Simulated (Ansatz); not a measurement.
PbO₂: the relaxed cell by functional

The starting cell is an entry of the Crystallography Open Database (1997):

```yaml
crystal:
  lattice:
    - [4.95770, 0.00000, 0.00000]
    - [0.00000, 4.95770, 0.00000]
    - [0.00000, 0.00000, 3.38790]
  atoms:
    - { symbol: Pb, position: [0.00000, 0.00000, 0.00000] }
    - { symbol: Pb, position: [0.50000, 0.50000, 0.50000] }
    - { symbol: O, position: [0.30720, 0.30720, 0.00000] }
    - { symbol: O, position: [0.19280, 0.80720, 0.50000] }
    - { symbol: O, position: [0.69280, 0.69280, 0.00000] }
    - { symbol: O, position: [0.80720, 0.19280, 0.50000] }
```

Atoms and cell were relaxed at zero pressure with plane-wave PAW DFT (Ansatz 0.2.0; one set of PAW datasets, made under PBE, for all functionals; 420 eV, r2SCAN 500 eV; 7×7×9 Γ-centred mesh, fermi-dirac occupations of width 0.100 eV; no spin polarisation, no spin-orbit coupling, no dispersion correction), keeping the symmetry (P4_2/mnm, No. 136).

Task: How do the functionals compare with each other and with the entry?

Result: The relaxed conventional cells:

```csv
functional,a (Å),c (Å),volume (Å³/atom),formation energy (eV/atom)
LDA,4.938,3.393,13.79,-1.096
PBEsol,4.997,3.414,14.21,-0.870
PBE,5.080,3.447,14.83,-0.788
r2SCAN,4.986,3.407,14.12,-0.957
the entry,4.958,3.388,13.88,–
```

LDA gives the smallest volume and PBE the largest, 7.5 % more, the usual order, since LDA overbinds and PBE's gradient terms loosen the lattice. Against the entry's volume: LDA -0.7 %, PBEsol +2.4 %, PBE +6.8 %, r2SCAN +1.7 %; LDA comes nearest. The formation energies span 0.31 eV an atom, lowest under LDA.

Caveats: each relaxation keeps the start's symmetry, so a distorted cell may lie lower; computed cells are at 0 K with fixed nuclei, while the entry holds thermal expansion, often some tenths of a per cent in volume and more in soft crystals; no spin-orbit coupling, which moves formation energies of heavy elements; formation energies are at zero smearing against the elements' usual phases under the same functional, gases as free molecules, uncorrected.
